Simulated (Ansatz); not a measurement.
All numbers below come from DFT PBE, scalar-relativistic, plane waves, PAW in Ansatz 0.2.0. Several structures of TaRh3N4 from a search were relaxed, and the powder pattern of one of them was computed from 10° to 70° in 2θ (λ = 1.5406 Å).

Cu Kα1 powder pattern (kinematic, no thermal factors).
2θ (°) (relative intensity): 19.08 (6), 27.11 (5), 33.36 (100), 38.71 (40), 43.49 (3), 47.89 (3), 55.90 (39), 59.62 (2), 63.20 (1), 66.67 (39)

Question: Which structure gives it?
A.

```
Ta Rh N
1.0
     4.35965    0.00000    0.00000
     0.00000    4.35965    0.00000
     0.00000    0.00000    4.35965
Ta Rh N
1 3 4
Direct
  0.00000 0.00000 0.00000
  0.50000 0.00000 0.50000
  0.50000 0.50000 0.00000
  0.00000 0.50000 0.50000
  0.50000 0.00000 0.00000
  0.50000 0.50000 0.50000
  0.00000 0.50000 0.00000
  0.00000 0.00000 0.50000
```

B.

```
Ta Rh N
1.0
    -2.18462    2.18462    4.34036
     2.18462   -2.18462    4.34036
     2.18462    2.18462   -4.34036
Ta Rh N
1 3 4
Cartesian
  0.0000 0.0000 0.0000
  0.0000 2.1846 2.1702
  0.0000 0.0000 4.3404
  2.1846 0.0000 2.1702
  0.0000 0.0000 6.5200
  2.1846 0.0000 0.0000
  0.0000 0.0000 2.1608
  0.0000 2.1846 0.0000
```

C.

```
Ta Rh N
1.0
     4.64877    0.00000    0.00000
     0.00000    4.64877    0.00000
     0.00000    0.00000    4.64877
Ta Rh N
1 3 4
Direct
  0.50000 0.50000 0.50000
  0.00000 0.00000 0.50000
  0.00000 0.50000 0.00000
  0.50000 0.00000 0.00000
  0.74588 0.74588 0.25412
  0.74588 0.25412 0.74588
  0.25412 0.74588 0.74588
  0.25412 0.25412 0.25412
```

Answer: C. Its strongest line, at 2θ = 33.36°, has d = λ/(2 sin θ) = 2.684 Å and is the (1 1 1) reflection of the conventional P-43m cell with a = 4.649 Å. The others have their strongest lines at 35.6° (Pm-3m); 35.6° (I4/mmm). In energy it is the lowest of those shown.

These are computed cells and needn't be stable.
